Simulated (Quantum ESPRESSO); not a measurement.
Space group Imm2 (No. 44); a = 3.689 Å, b = 10.704 Å, c = 4.804 Å, α = β = γ = 90.00°

```
atom  site  symmetry       x       y       z
----  ----  --------  ------  ------  ------
H       2b       mm2  0.0000  0.5000  0.4410
H       4d       m..  0.0000  0.1067  0.0976
Li      4d       m..  0.0000  0.3279  0.0014
Li      4d       m..  0.5000  0.1808  0.0010
N       2b       mm2  0.0000  0.5000  0.2269
N       4d       m..  0.0000  0.1672  0.2656
Mg      2a       mm2  0.0000  0.0000  0.5251
```
(The calculation used a cell of 11 atoms; values per cell refer to that cell.)

The geometry is that of Materials Project entry mp-1101935, symmetrised and not relaxed again.

What does norm-conserving LDA (Quantum ESPRESSO, 84 Ry, no spin-orbit coupling) give for the electronic structure near the Fermi level?

The LDA gap is direct, 2.50 eV at Γ. 

The structure is a Materials Project entry; no match was found in the copy of COD used, and its stability was not checked.

Letters of k points follow the standard setting of the lattice, whose axes may be ordered differently from the printed cell.
